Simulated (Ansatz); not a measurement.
Here is the system:

SiRu₂:
```cif
data_Ru8Si4
_chemical_formula_sum 'Si4 Ru8'
_space_group_name_H-M_alt 'P 1'
_space_group_IT_number 1
_cell_length_a 5.26350
_cell_length_b 4.00561
_cell_length_c 7.38949
_cell_angle_alpha 90.000
_cell_angle_beta 90.000
_cell_angle_gamma 90.000
loop_
_space_group_symop_operation_xyz
  'x, y, z'
loop_
_atom_site_label
_atom_site_type_symbol
_atom_site_fract_x
_atom_site_fract_y
_atom_site_fract_z
_atom_site_occupancy
Si1 Si 0.29972 0.25000 0.90235 1
Si2 Si 0.70028 0.75000 0.09765 1
Si3 Si 0.20028 0.75000 0.40235 1
Si4 Si 0.79972 0.25000 0.59765 1
Ru1 Ru 0.51405 0.75000 0.78754 1
Ru2 Ru 0.48595 0.25000 0.21246 1
Ru3 Ru 0.98595 0.25000 0.28754 1
Ru4 Ru 0.01405 0.75000 0.71246 1
Ru5 Ru 0.83303 0.25000 0.93461 1
Ru6 Ru 0.16697 0.75000 0.06539 1
Ru7 Ru 0.66697 0.75000 0.43461 1
Ru8 Ru 0.33303 0.25000 0.56539 1
```

This is the r²SCAN-relaxed structure.

Question: All from DFT-r²SCAN in the program Ansatz with PAW potentials, unless another level is named. Give the electronic character.

Answer: metallic (no gap).

Question: Give the density of states at the Fermi level.

Answer: 0.73 states/eV per atom (mean over ±0.08 eV).

Question: And the formation energy from the elements (no fitted shifts)?

Answer: -0.40 eV/atom.

Space group Pnma. The workflow started from a Materials Project entry (that database holds measured and hypothetical structures alike); the Crystallography Open Database copy checked does not list it. Its standing as an ambient phase is unchecked. The cell was relaxed with r²SCAN under the symmetry of its start; whether a distortion lowers the energy is not shown. The run is not spin-polarised. The references are the lowest solids computed at this level, not always the standard phases. Spin–orbit coupling is left out wherever it is not named.

Potentials: the later of the program's two PAW sets.
